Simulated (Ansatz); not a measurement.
Starting cell, BaTiO3 (tetragonal-perovskite type, space group P4mm):

```xyz
5
Lattice="3.9554 0.0000 0.0000 0.0000 3.9554 0.0000 0.0000 0.0000 4.0444" Properties=species:S:1:pos:R:3 pbc="T T T"
Ti     1.9777     1.9777     1.8075
Ba     0.0000     0.0000     3.7687
O      1.9777     1.9777     3.6476
O      1.9777     0.0000     1.6690
O      0.0000     1.9777     1.6690
```

In each cell atom 4 (O, nearest neighbour Ti at 1.983 Å; its periodic images, 4.0 Å or more away, move with it) moves by s·(0.000, -0.998, 0.070) (towards the nearest neighbour), the rest being held.

All values below come from PBEsol (plane waves to 420 eV, PAW, scalar-relativistic; Ansatz, a first-principles code). k mesh 7×7×7 (Γ-centred), Fermi-Dirac smearing 0.05 eV. Energies are smeared free energies. Left out: 4 of 11 points, with atoms too close for the PAW data. BaTiO3 is run without spin polarisation. BaTiO3 was relaxed with its symmetry unable to fall. ΔE is measured from the undisplaced structure.

| s (Å) | ΔE (meV/cell) |
|---|---|
| -0.240 | 265.3 |
| -0.160 | withheld |
| -0.080 | 22.8 |
| 0.000 | 0.0 |
| 0.080 | 23.0 |
| 0.160 | 102.6 |
| 0.240 | 270.4 |

Problem. Fit a polynomial form (powers 2, 3, 4) to the given rows and predict ΔE at s = -0.160.

Solution. Least squares on the 6 given rows: ΔE = (3442)·s² + (184.4)·s³ + (20980)·s⁴, in meV/cell with s in Å; root-mean-square residual 0.01 meV/cell. At -0.160 the fit gives 101.1 meV/cell; the calculation gives 101.3 meV/cell, so the interpolation is off by -0.2 (-0.2 %). The quadratic term alone would give 88.1 meV/cell.

(For displaced atoms, the force is minus the slope of the energy, and its curvature is a force constant, which sets phonon frequencies.)
